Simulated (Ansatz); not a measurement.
## Where the states of NbCd3 lie

```
Nb Cd
1.0
     4.21500    0.00000    0.00000
     0.00000    4.21500    0.00000
     0.00000    0.00000    4.21500
Nb Cd
1 3
Cartesian
  0.0000 0.0000 0.0000
  0.0000 2.1075 2.1075
  2.1075 0.0000 2.1075
  2.1075 2.1075 0.0000
```

Conventional cell: a = 4.215 Å, b = 4.215 Å, c = 4.215 Å, α = 90.00°, β = 90.00°, γ = 90.00°. Around Nb (atom 1) lie 12 Cd at 2.98 Å. Cd (atom 2) is surrounded by 4 Nb at 2.98 Å and 8 Cd at 2.98 Å.

The geometry is COD entry 2310296, unchecked; take it as a test cell.

Spin polarisation is left out, and whether a magnetic state lies lower isn't shown here.

All numbers below come from DFT, LDA, all-electron LAPW, scalar-relativistic in Ansatz 0.2.0.

Numerical set-up: a Γ-centred 9×9×9 k mesh, Fermi–Dirac smearing of 0.08 eV, basis error target 0.5 meV/atom, no spin polarisation.

Which of the resolved shells contributes most within 0.3 eV of the Fermi level?

Nb 4d, with 81 % of all states there; Cd 4d follows with 3 %.

Where is the centre of the filled Cd 4d states between -14 eV and the top of the filled states?

-8.40 eV from the Fermi level.

Tabulate the density of states.

States per eV and cell, averaged over 0.4 eV, from -9.8 to 6.4 eV, with energies (bin centres) from the Fermi level; empty bins are left out. The partial columns, the largest 4 alone, are projections on Löwdin-orthogonalised atomic shells (those that the program's projection atoms carry: the occupied ones and, for some elements, an empty d or f shell; other empty shells have no column), summed over atoms of an element. Weights on diffuse s and p shells depend on that basis and aren't pure angular character.
| E (eV) | total | Cd 4d | Nb 4d | Cd 5s | Nb 5s |
| --- | --- | --- | --- | --- | --- |
| -9.7 | 0.18 | 0.17 | 0.00 | 0.01 | 0.00 |
| -9.3 | 9.00 | 8.65 | 0.09 | 0.22 | 0.02 |
| -8.9 | 18.76 | 18.15 | 0.23 | 0.26 | 0.07 |
| -8.5 | 19.83 | 19.14 | 0.21 | 0.29 | 0.14 |
| -8.1 | 19.50 | 18.88 | 0.11 | 0.35 | 0.11 |
| -7.7 | 8.10 | 7.87 | 0.01 | 0.15 | 0.05 |
| -7.3 | 0.76 | 0.37 | 0.01 | 0.28 | 0.09 |
| -6.9 | 0.55 | 0.08 | 0.02 | 0.35 | 0.09 |
| -6.5 | 0.76 | 0.08 | 0.04 | 0.52 | 0.10 |
| -6.1 | 0.78 | 0.07 | 0.07 | 0.54 | 0.07 |
| -5.7 | 0.70 | 0.05 | 0.10 | 0.48 | 0.04 |
| -5.3 | 0.74 | 0.05 | 0.13 | 0.47 | 0.07 |
| -4.9 | 0.65 | 0.04 | 0.10 | 0.37 | 0.10 |
| -4.5 | 0.72 | 0.05 | 0.11 | 0.37 | 0.14 |
| -4.1 | 0.95 | 0.06 | 0.17 | 0.45 | 0.21 |
| -3.7 | 1.10 | 0.07 | 0.23 | 0.49 | 0.25 |
| -3.3 | 0.86 | 0.06 | 0.18 | 0.40 | 0.15 |
| -2.9 | 1.23 | 0.09 | 0.25 | 0.71 | 0.08 |
| -2.5 | 1.86 | 0.14 | 0.58 | 0.93 | 0.06 |
| -2.1 | 1.57 | 0.09 | 0.65 | 0.60 | 0.09 |
| -1.7 | 1.91 | 0.08 | 0.92 | 0.42 | 0.17 |
| -1.3 | 2.22 | 0.08 | 1.32 | 0.30 | 0.11 |
| -0.9 | 4.55 | 0.11 | 3.26 | 0.16 | 0.09 |
| -0.5 | 3.76 | 0.09 | 3.02 | 0.06 | 0.05 |
| -0.1 | 1.85 | 0.05 | 1.48 | 0.02 | 0.02 |
| 0.3 | 1.24 | 0.04 | 1.01 | 0.02 | 0.01 |
| 0.7 | 1.23 | 0.03 | 0.90 | 0.04 | 0.03 |
| 1.1 | 3.63 | 0.05 | 2.90 | 0.14 | 0.18 |
| 1.5 | 2.03 | 0.03 | 1.48 | 0.11 | 0.08 |
| 1.9 | 2.78 | 0.06 | 1.36 | 0.23 | 0.45 |
| 2.3 | 2.32 | 0.04 | 0.90 | 0.27 | 0.26 |
| 2.7 | 1.64 | 0.02 | 0.49 | 0.26 | 0.12 |
| 3.1 | 1.68 | 0.01 | 0.37 | 0.40 | 0.08 |
| 3.5 | 0.53 | 0.00 | 0.08 | 0.14 | 0.03 |
| 3.9 | 2.35 | 0.02 | 0.47 | 0.94 | 0.25 |
| 4.3 | 2.40 | 0.02 | 0.46 | 0.84 | 0.13 |
| 4.7 | 1.83 | 0.01 | 0.26 | 0.49 | 0.09 |
| 5.1 | 1.71 | 0.01 | 0.18 | 0.32 | 0.07 |
| 5.5 | 1.61 | 0.01 | 0.12 | 0.21 | 0.06 |
| 5.9 | 1.69 | 0.01 | 0.11 | 0.26 | 0.08 |
| 6.3 | 1.55 | 0.01 | 0.07 | 0.13 | 0.06 |
